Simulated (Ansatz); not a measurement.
AlNi (rock salt, Fm-3m) at seven volumes, the program Ansatz at the r²SCAN level (PAW), scaled uniformly. One row is withheld.

| V (Å³/atom) | P (GPa) |
|---|---|
| 12.619 | 13.87 |
| 13.035 | 8.49 |
| 13.451 | 3.91 |
| 13.867 | 0.00 |
| 14.283 | -3.32 |
| 14.699 | ? |
| 15.115 | -8.56 |

**Question.** Fit the shown pressures and predict the withheld one.

**Answer.** P = (3/2)B₀(x^(7/2) − x^(5/2))[1 + (3/4)(B′ − 4)(x − 1)] with x = (V₀/V)^(2/3). Least squares on the six rows gives V₀ = 13.868 Å³/atom, B₀ = 120 GPa, B′ = 4.33. At V = 14.699, x = 0.9619 and P = -6.16 GPa. The run itself gave -6.15 GPa.

The start of the workflow was typed in or built on a structure type; neither database checked (COD, Materials Project) lists it. It is not the phase usual at ambient conditions (space group No. 221). The cell was relaxed with r²SCAN under the symmetry of its start. At this level the phase is mechanically unstable. The workflow began spin-polarised and lost its moments.

Potentials: the earlier of the program's two PAW sets.
